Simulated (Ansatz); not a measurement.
**Is this Cd4Se3S structure a true minimum?**

The structure comes from a generated guess, relaxed at this level; another structure or a mixture of phases may lie lower.

Computed with Ansatz 0.2.0, DFT PBE, scalar-relativistic, plane waves, PAW. Settings: cutoff 420 eV, Γ-centred mesh 6×6×6 on the computed 8-atom cell, Gaussian smearing of 0.02 eV; no spin polarisation.

The cell below (8 atoms, space group I-42m (No. 121)) is relaxed within its symmetry.

```
CELL_PARAMETERS angstrom
-3.06429 3.06429 6.12526
3.06429 -3.06429 6.12526
3.06429 3.06429 -6.12526
ATOMIC_POSITIONS crystal
Cd 0.12061 0.12061 0.48522
Cd 0.87939 0.36461 0.00000
Cd 0.63539 0.63539 0.51478
Cd 0.36461 0.87939 0.00000
Se 0.50000 0.50000 0.00000
Se 0.25000 0.75000 0.50000
Se 0.75000 0.25000 0.50000
S 0.00000 0.00000 0.00000
```

For the test it was strained at random (σ = 1.5 % a component), the atoms were moved at random (σ = 0.05 Å), and all was relaxed again on a coarse 4×4×4 mesh (in the run’s order of axes) with 0.10 eV smearing, with no symmetry imposed.

Q: Is the structure stable against such a distortion?

A: It returns, within 1 meV/atom of the unmoved cell on that mesh and with the same symmetry when read at 0.1 Å. So it is stable against the distortions that fit this cell and that this random move excites. Modes that don't fit the cell aren't tested.
